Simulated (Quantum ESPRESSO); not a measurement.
Space group P4/nmm, origin choice 1 (No. 129); a = 4.1086 Å, b = 4.1086 Å, c = 9.1301 Å, α = 90.00°, β = 90.00°, γ = 90.00°

| atom | site | symmetry | x | y | z |
|---|---|---|---|---|---|
| F | 2a | -4m2 | 0.0000 | 0.0000 | 0.0000 |
| S | 2c | 4mm | 0.0000 | 0.5000 | 0.3083 |
| Sr | 2c | 4mm | 0.5000 | 0.0000 | 0.1561 |
| Ag | 2b | -4m2 | 0.5000 | 0.5000 | 0.5000 |

The geometry is that of Materials Project entry mp-1078562, symmetrised and not relaxed again.

Question: What does PBEsol (Quantum ESPRESSO, PseudoDojo norm-conserving, 84 Ry, scalar-relativistic) give for the electronic structure near the Fermi level?

Answer: The PBEsol gap is direct, 1.10 eV at Γ. Spin-orbit splittings are left out.

The structure is a Materials Project entry; no match was found in the copy of COD used, and its stability was not checked.
